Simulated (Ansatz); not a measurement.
TiTe2:
```xyz
3
Lattice="3.7714 0.0000 0.0000 -1.8857 3.2661 0.0000 0.0000 0.0000 6.8662" Properties=species:S:1:pos:R:3 pbc="T T T"
Ti     0.0000     0.0000     0.0000
Te     0.0000     2.1774     1.7286
Te     1.8857     1.0887     5.1376
```

Relaxed with PBE. Special points in fractions of this cell's reciprocal vectors: Γ (0.000, 0.000, 0.000); M (0.500, 0.000, 0.000); K (0.333, 0.333, 0.000); A (0.000, 0.000, 0.500); L (0.500, 0.000, 0.500); H (0.333, 0.333, 0.500).

Question: List the band energies nearest the Fermi level at these points for the program Ansatz at the PBE level (PAW).

Answer: In eV from the Fermi level; about four levels below and three above (degenerate sets whole), none deeper than 8.9 eV; points with the same levels are listed once.

```csv
k,below,above
Γ,-4.95 -1.58 -1.58,0.02 0.30 0.39 0.39
M,-2.35 -1.75 -0.93 -0.02,1.14 1.47 2.45
K,-3.59 -3.59 -2.49 -2.23 -2.23,1.00 1.34 1.34
A,-3.57 -2.47 -1.54 -1.54,0.39 0.39 0.87
L,-1.90 -1.23 -0.63 -0.27,1.14 1.46 2.72
H,-3.74 -3.01 -1.80 -1.80,1.00 1.01 1.01
```

Space group P-3m1 (CdI2 type). The cell was relaxed with PBE under the symmetry of its start. The run is not spin-polarised. A crystal of weakly bound layers computed without a dispersion correction: the cell and the soft elastic constants depend strongly on that. Spin–orbit coupling is left out wherever it is not named.

Potentials: the later of the program's two PAW sets.
